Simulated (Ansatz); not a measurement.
**Electric field gradients in AlGa$_{3}$As$_{4}$**

Theory: DFT PBE, scalar-relativistic, plane waves, PAW in Ansatz. Plane waves to 420 eV; Γ-centred k mesh 6×6×6; fixed occupations. No spin polarisation.

The cell, relaxed at this level:
```xyz
8
Lattice="5.7413 0.0000 0.0000 0.0000 5.7413 0.0000 0.0000 0.0000 5.7413" Properties=species:S:1:pos:R:3 pbc="T T T"
Al    0.0000    0.0000    0.0000
Ga    2.8707    2.8707    0.0000
Ga    2.8707    0.0000    2.8707
Ga    0.0000    2.8707    2.8707
As    4.3099    4.3099    1.4314
As    4.3099    1.4314    4.3099
As    1.4314    4.3099    4.3099
As    1.4314    1.4314    1.4314
```

The cell was built by swapping an element in a database structure (itself possibly hypothetical) and relaxing; it need not be the stable form of this composition.

Give V_zz (10²¹ V/m²) and the asymmetry η at each distinct site.

## Answers

```tsv
atom	V_zz	η
Al (atom 1)	0.000	zero by symmetry
Ga (atom 2)	0.145	0.00
As (atom 5)	-4.52	0.00
```

Cost: 1 run of about 0.92 core-minutes, on Oxide Virtual Turin-like Processor (Zen 5) (shared hosts).